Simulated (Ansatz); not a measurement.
# Kick test of a cell of RbAg4

The structure comes from a generated guess, relaxed at this level; another structure or a mixture of phases may lie lower.

These are results of DFT PBE, scalar-relativistic, plane waves, PAW (Ansatz 0.2.0), not measurements. Plane waves to 420 eV, a k mesh through Γ of 6×6×6 on the computed 5-atom cell and Gaussian smearing (0.10 eV); no spin polarisation.

The cell below (5 atoms, space group P6/mmm (No. 191)) is relaxed within its symmetry.

```yaml
crystal:
  lattice:
    - [5.61757, 0.00000, 0.00000]
    - [-2.80879, 4.86496, 0.00000]
    - [0.00000, 0.00000, 6.48769]
  atoms:
    - { symbol: Rb, position: [0.00000, 0.00000, 0.50000] }
    - { symbol: Ag, position: [0.50000, 0.00000, 0.00000] }
    - { symbol: Ag, position: [0.00000, 0.50000, 0.00000] }
    - { symbol: Ag, position: [0.50000, 0.50000, 0.00000] }
    - { symbol: Ag, position: [0.00000, 0.00000, 0.00000] }
```

For the test it was strained at random (σ = 1.5 % a component), the atoms were moved at random (σ = 0.05 Å), and all was relaxed again on a coarse 6×6×4 mesh (in the run’s order of axes) with 0.20 eV smearing, with no symmetry imposed.

Problem. Does it come back?

Solution. It doesn't return. The energy falls by 11 meV/atom on that mesh, the volume changes by -1.6 %, and the end has space group P1 (No. 1) at a loose tolerance. Relaxed again on an 8×8×6 mesh with 0.10 eV smearing, the new structure lies 9 meV/atom below the first (mesh in the axes of the run's cell; the cell below is made exact in the group named). Space group Cm (No. 8), monoclinic, a = 9.693 Å, b = 5.597 Å, c = 7.055 Å, β = 119.2°. Around Rb lie 4 Ag at 3.39–3.64 Å and 9 Ag at 4.03–4.38 Å; Ag on a site of symmetry 1 is surrounded by 6 Ag at 2.79–2.84 Å, 1 Rb at 3.64 Å and 2 Rb at 4.03–4.08 Å; Ag on a site of symmetry m has 6 Ag at 2.83–2.84 Å, 1 Rb at 3.39 Å and 3 Rb at 4.20–4.38 Å; Ag on a second site of symmetry m is surrounded by 6 Ag at 2.79–2.84 Å, 1 Rb at 3.57 Å and 2 Rb at 4.03 Å.

```cif
data_structure
_symmetry_space_group_name_H-M 'Cm'
_symmetry_Int_Tables_number 8
_cell_length_a 9.6929
_cell_length_b 5.5968
_cell_length_c 7.0550
_cell_angle_alpha 90.000
_cell_angle_beta 119.218
_cell_angle_gamma 90.000
_cell_volume 334.04
loop_
_atom_site_label
_atom_site_type_symbol
_atom_site_symmetry_multiplicity
_atom_site_Wyckoff_symbol
_atom_site_fract_x
_atom_site_fract_y
_atom_site_fract_z
_atom_site_occupancy
Rb1 Rb 2 a 0.86368 0.50000 0.50514 1
Ag1 Ag 4 b 0.77864 0.75026 0.98236 1
Ag2 Ag 2 a 0.55415 0.00000 0.05497 1
Ag3 Ag 2 a 0.52557 0.50000 0.97529 1
```
